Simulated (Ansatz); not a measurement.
The elements of this relaxed trial crystal are hidden behind letters.

```
lattice vectors (Å)
   3.4087    0.0000    0.0000
  -1.7043    2.9520    0.0000
   0.0000    0.0000    7.9818
fractional positions
X 0.0000 0.0000 0.0000
Z 0.3333 0.6667 0.3164
Z 0.6667 0.3333 0.6836
```

Theory: Ansatz, DFT PBE, scalar-relativistic, plane waves, PAW. Cutoff 420 eV, Γ-centred 18×18×6 mesh (3-atom cell), Gaussian smearing of 0.10 eV, no spin polarisation.

```
Space group                                : P-3m1 (No. 164)
Conventional cell                          : a = 3.409 Å, c = 7.982 Å
Volume per atom                            : 26.77 Å³
Density                                    : 12.26 g/cm³
Formation energy                           : +0.13 eV/atom
Gap on the 18×18×6 mesh of the 3-atom cell : 0 eV (a metal)
```

Energies are uncorrected and count from the elements' standard states at the same level.

Task: X is a d-block element of period 6 and Z is a p-block element of period 6. Which elements are they?

Result: X = Hf, Z = Pb, so the formula is HfPb2. Density times volume gives a mean mass of 12.26 × 26.77/1.6605 = 197.7 u per atom, and this set has 197.6 u. Hf has 6 Pb at 3.20 Å and 6 Hf at 3.41 Å; Pb is surrounded by 3 Hf at 3.20 Å and 9 Pb at 3.41–3.53 Å. Other sets within the hints have nearly the same mass, so mass alone doesn't settle it; this one was computed.

These runs have no spin–orbit coupling, which can matter for Hf and Pb. Symmetry constrained the relaxation, so the result can be a saddle point.
